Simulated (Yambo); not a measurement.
BSE-type run in Yambo on CsBH4 (space group F-43m, No. 216), at zero momentum.

Quantum ESPRESSO step (PBEsol, PseudoDojo standard norm-conserving files, scalar-relativistic):
```
&CONTROL
  calculation = 'nscf'
  pseudo_dir = './pseudo'
  outdir = './out'
/
&SYSTEM
  ibrav = 0
  nat = 6
  ntyp = 3
  ecutwfc = 76.0
  ecutrho = 304.0
  occupations = 'fixed'
  force_symmorphic = .true.
  nbnd = 48
/
&ELECTRONS
  conv_thr = 6.000000000000001e-09
  diago_full_acc = .true.
  diago_thr_init = 1e-08
/
ATOMIC_SPECIES
H 1.0080 H.upf
B 10.8100 B.upf
Cs 132.9055 Cs.upf
CELL_PARAMETERS angstrom
  0.000000000000   3.665985000000   3.665985000000
  3.665985000000   0.000000000000   3.665985000000
  3.665985000000   3.665985000000   0.000000000000
ATOMIC_POSITIONS crystal
H   0.403380000000   0.789860000000   0.403380000000
H   0.403380000000   0.403380000000   0.789860000000
H   0.403380000000   0.403380000000   0.403380000000
H   0.789860000000   0.403380000000   0.403380000000
B   0.500000000000   0.500000000000   0.500000000000
Cs   0.000000000000   0.000000000000   0.000000000000
K_POINTS automatic
8 8 8 0 0 0
```

Yambo input:
```
rim_cut
optics
bse
bss
dipoles
em1s
RandQpts= 1000000
RandGvec= 1 Ry
FFTGvecs= 40 Ry
Chimod= "HARTREE"
BSKmod= "SEX"
BSEmod= "resonant"
BSSmod= "hs"
BSENGexx= 15 Ry
BSENGBlk= 3 Ry
% BSEQptR
 1 | 1 |
%
% BSEBands
 6 | 15 |
%
% BEnRange
 0.0 | 11.6 | eV
%
% BDmRange
 0.15 | 0.15 | eV
%
BEnSteps= 232
% BLongDir
 1.0 | 0.0 | 0.0 |
%
BSHayTrs= -0.02
BSSNEig= 24
WRbsWF
% BndsRnXs
 1 | 44 |
%
NGsBlkXs= 3 Ry
% LongDrXs
 1.0 | 1.0 | 1.0 |
%
```

From the report:

The dimension is k points × valence × conduction bands = 512 × 3 × 7 = 10752.
```
  [SLEPC] Approach                          : Krylov-Schur
  [SLEPC] Number of requested eigenvalues   :  24
  [SLEPC] Number of eigenvalues        [NEV]:  24
   [K] Dimension                                    :  10752
   [K] Bands                                        :   6  15
   [K] Exchange res                                 : yes
   [K] Correlation res                              : yes
   [K] W interaction is bare                        : no
   [K] RL vectors exchange                          :   701
   [K] RL vectors correlation                       :   65
   [W] Matrix size                                  :   65
   [W] Bands                                        :    1   44
   [W] Coulomb Cutoff                               : none
   [W] Hxc Kernel                                   : HARTREE
```
Lowest eigenvalues (eV; in brackets the number of states within 2 meV): 4.33 (3), 4.43 (3), 4.61 (2), 4.76 (1), 4.92 (3), 5.00 (3). They depend on the mesh, which isn't converged; without a scissor they sit on the DFT energy scale.

Geometry of the Materials Project entry, not relaxed at this level.

The structure is a Materials Project entry; no match was found in the copy of COD used, and its stability was not checked.
